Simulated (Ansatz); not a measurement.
# AlGa3O6 (P1) at 2 levels of theory

One geometry, relaxed with PBE; plane waves with PAW potentials in Ansatz, scalar-relativistic. No spin polarisation. Gaps are the least over mesh and band path; pressure is positive in compression.

```
CELL_PARAMETERS angstrom
3.05397 0.00000 0.00000
0.58375 4.92085 0.00000
0.44539 1.51027 7.87185
ATOMIC_POSITIONS crystal
Al 0.62272 0.33226 0.10044
Ga 0.28587 0.96018 0.84215
Ga 0.21192 0.80200 0.28300
Ga 0.75208 0.48139 0.64536
O 0.71610 0.69667 0.40879
O 0.36929 0.67888 0.07923
O 0.29046 0.27435 0.63417
O 0.81782 0.76275 0.76277
O 0.73365 0.17756 0.92017
O 0.13147 0.19066 0.21224
```

| level | cutoff (eV) | k mesh | gap (eV) | pressure (GPa) |
| --- | --- | --- | --- | --- |
| PBE | 420 | 10×6×4 | 2.43 | 0.0 |

**Question.** What comes out on the same cell with r2SCAN?

**Answer.**
```tsv
level	cutoff (eV)	k mesh	gap (eV)	pressure (GPa)
r2SCAN	500	10×6×4	3.04	-6.7
```

The cell was found from a structure generator's guess, not taken from experiment.
